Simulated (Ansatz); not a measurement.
CdPt3 in space group Cmmm (No. 65; Cd on 2a, Pt on 2b, Pt on 4f), plane-wave PAW PBE (Ansatz code), all energies at zero smearing, with the estimated change up to a 700 eV cutoff added, with one set of potentials and settings (totals compare only within such a set). Cell of 4 atoms (1 Cd, 3 Pt): -45824.273 eV.

```csv
element,reference phase,E (eV/atom)
Cd,"P6_3/mmc, 2 atoms in the cell",-8254.4547
Pt,"Fm-3m, 1 atoms in the cell",-12523.0127
```

Formation energy per atom, worked out: (-45824.273 − 1×(-8254.4547) − 3×(-12523.0127))/4 = -0.195 eV/atom (-19 kJ per mol of atoms), at 0 K, without zero-point energy or fitted corrections.

The workflow started from a Materials Project entry (that database holds measured and hypothetical structures alike); the Crystallography Open Database files this formula in space group No. 65, but the cells were not matched. Whether it is the stable phase at ambient conditions was not checked. The PBE relaxation kept the symmetry of its start; of distortions, only those at the zone centre were tested. No spin polarisation was allowed. The references are the lowest solids computed at this level, not always the standard phases. Spin–orbit coupling is left out wherever it is not named.

Potentials: the later of the program's two PAW sets.
